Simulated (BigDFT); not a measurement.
A self-consistent single point of the molecule C3 with BigDFT.

Level of theory: BigDFT with PBE, Daubechies wavelet basis, HGH (Krack) norm-conserving potentials made for PBE, isolated boundary conditions.

```xyz
3

C     -1.2860     0.0616     0.0198
C      0.0005     0.0145     0.0000
C      1.2855    -0.0761    -0.0198
```

Reference input (self-consistent single point, DFT, PBE, Daubechies wavelet basis, HGH (Krack) norm-conserving potentials made for PBE, isolated boundary conditions): basis = Daubechies wavelets; dft.hgrids = 0.389 bohr; dft.rmult = 6 8; dft.ixc = 11; potentials = built-in HGH-K PBE; boundary_conditions = free; dft.gnrm_cv = 1e-04; dft.itermax = 80; dft.idsx = 6; dft.nrepmax = 3; dft.norbv = 4; dft.nvirt = 2. This run's input differs from it in these lines:

```diff
@@ -2,4 +2,4 @@
 dft:
-  hgrids: 0.389
-  rmult: [6, 8]
+  hgrids: 0.33
+  rmult: [7, 9]
   ixc: 11
```

Log, with long lists cut:

```
  #------------------------------------------------------------------- Self-Consistent Cycle
 Ground State Optimization:
 - Hamiltonian Optimization: &itrp001
   - Subspace Optimization: &itrep001-01
       Wavefunctions Iterations:
 iter:  1, EKS: -1.65188482408837771E+01, gnrm:  2.59E-01, D: -3.19E-03,
 iter:  2, EKS: -1.67428781482303535E+01, gnrm:  9.56E-02, D: -2.24E-01,
 iter:  3, EKS: -1.67684544233417441E+01, gnrm:  4.71E-02, D: -2.56E-02,
 iter:  4, EKS: -1.67759039236920273E+01, gnrm:  2.20E-02, D: -7.45E-03,
 iter:  5, EKS: -1.67771695342864788E+01, gnrm:  1.06E-02, D: -1.27E-03,
 iter:  6, EKS: -1.67776111051546550E+01, gnrm:  5.37E-03, D: -4.42E-04,
 iter:  7, EKS: -1.67777420650247890E+01, gnrm:  2.79E-03, D: -1.31E-04,
 iter:  8, EKS: -1.67777813912360898E+01, gnrm:  1.30E-03, D: -3.93E-05,
 iter:  9, EKS: -1.67777882073365099E+01, gnrm:  4.50E-04, D: -6.82E-06,
 iter:  10, EKS: -1.67777888824349617E+01, gnrm:  2.39E-04, D: -6.75E-07,
 iter:  11, EKS: -1.67777891945025104E+01, gnrm:  1.37E-04, D: -3.12E-07,
 iter:  12, EKS: -1.67777893244865162E+01, gnrm:  8.73E-05, D: -1.30E-07,
       -  &FINAL001  { #---------------------------------------------------------- iter: 13
 iter:  13, EKS: -1.67777893839747492E+01, gnrm:  8.73E-05, D: -5.95E-08,  #FINAL
        #Eigenvalues and New Occupation Numbers
       Orbitals: [
 Last Iteration                        : *FINAL001
  #---------------------------------------------------------------------- Forces Calculation
 Total electronic charge               :  11.999999996405
 Electric Dipole Moment (AU):
   P vector                            :  [  2.873126E-03,  1.736720E-02, -4.960419E-04 ]
   norm(P)                             :  1.76102404E-02
 Electric Dipole Moment (Debye):
   P vector                            :  [  7.302757E-03,  4.414302E-02, -1.260813E-03 ]
   norm(P)                             :  4.47607620E-02
  #---------------------------------- Iterative subspace diagonalization of virtual orbitals
   [... lines left out ...]
 - HOMO LUMO gap (AU, eV)              :  [  9.08844283113965E-02,  2.47309117383053E+00 ]
  #-------------------------------- Warnings obtained during the run, check their relevance!
 WARNINGS:
 BigDFT infocode                       :  0
   [... lines left out ...]
 Atomic Forces (Ha/Bohr):
 -  {C: [-1.383939563361E-02,  6.178196493473E-04,  2.130554401984E-04]} # 0001
 -  {C: [ 1.084692646489E-03,  1.701855227076E-04, -1.658281072355E-05]} # 0002
 -  {C: [ 1.275470298712E-02, -7.880051720549E-04, -1.964726294748E-04]} # 0003
 Energy (Hartree)                      : -1.67777893839747492E+01
 Force Norm (Hartree/Bohr)             :  1.88813072486318234E-02
```

The run converged in 13 iterations. Against the reference run the free energy goes down by 3.5 meV/atom, the largest force goes from 0.676 to 0.712 eV/Å and the HOMO-LUMO gap moves little (2.469 to 2.473 eV).

The grid can part forces that symmetry would make equal. This run is one point of a test of settings, so its values need not be converged; read them against the reference run alone. The geometry comes from a cheaper method or was typed, in some cases with atoms then moved at random; it is not relaxed at this level, and the species need not be a known compound.

Cost on one core: about 2.3 core-minutes (a rough figure).
